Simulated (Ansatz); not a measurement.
A geometry of TiAl₃ away from equilibrium: step 2 of the relaxation of a relaxed TiAl3 cell displaced along its unstable phonon at q = Γ (177i cm⁻¹), largest move 0.15 Å. Computed with PBEsol (plane waves to 420 eV, PAW, scalar-relativistic; Ansatz, a program for electronic structure). Γ-centred k-mesh 5×5×11 on the run's cell (coarser than for final values), Fermi–Dirac smearing 0.05 eV.

```
CELL_PARAMETERS angstrom
      7.45530     0.00000     0.00000
     -3.72765     6.45648     0.00000
      0.00000     0.00000     2.86267
ATOMIC_POSITIONS crystal
  Al 0.33345 0.00000 0.00000
  Al 0.29924 0.29924 0.50000
  Al 0.00000 0.33345 0.00000
  Al 0.70076 0.00000 0.50000
  Al 0.66655 0.66655 0.00000
  Al 0.00000 0.70076 0.50000
  Ti 0.33333 0.66667 0.37092
  Ti 0.66667 0.33333 0.62908
```

Q: Give the Cartesian forces on all atoms (eV/Å).

A: 
```json
[
 {"atom": "Al1", "Fx": "0.34", "Fy": "0.00", "Fz": "0.00"},
 {"atom": "Al2", "Fx": "-0.14", "Fy": "-0.25", "Fz": "0.00"},
 {"atom": "Al3", "Fx": "-0.17", "Fy": "0.29", "Fz": "0.00"},
 {"atom": "Al4", "Fx": "0.29", "Fy": "0.00", "Fz": "0.00"},
 {"atom": "Al5", "Fx": "-0.17", "Fy": "-0.29", "Fz": "0.00"},
 {"atom": "Al6", "Fx": "-0.14", "Fy": "0.25", "Fz": "0.00"},
 {"atom": "Ti7", "Fx": "0.00", "Fy": "0.00", "Fz": "0.73"},
 {"atom": "Ti8", "Fx": "0.00", "Fy": "0.00", "Fz": "-0.73"}
]
```

Q: What is the pressure?

A: -0.3 GPa, compression positive.

Q: How much energy per atom can still be gained by relaxing?

A: 0.12 eV/atom; the path ends in P-62m (No. 189).

No spin polarisation in the result.

The run could not lose the symmetry of its start, so the end can be a saddle point.

The end of the path is a generated cell of TiAl3: the first start was made by placing the elements on the sites of a structure type, and the end was not matched to a known phase here, so it may be hypothetical. Known forms of TiAl3 include space group No. 139.
